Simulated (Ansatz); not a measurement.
System: Pd (fcc type), 1 atom in the cell.

The calculation used PBE with spin–orbit coupling, all-electron LAPW, point nucleus in Ansatz.

k-mesh 4×4×4 Γ-centred; Fermi–Dirac smearing of 0.15 eV.

```
Pd
1.0
     0.00000    1.97040    1.97040
     1.97040    0.00000    1.97040
     1.97040    1.97040    0.00000
Pd
1
Direct
  0.00000 0.00000 0.00000
```

Problem. Would the cell expand or shrink if it were free to relax?

Solution. The pressure is 0.40 GPa, so at these settings the cell is compressed and would expand.

The k-mesh is coarse, so these values belong to this mesh and can lie far from the converged ones.
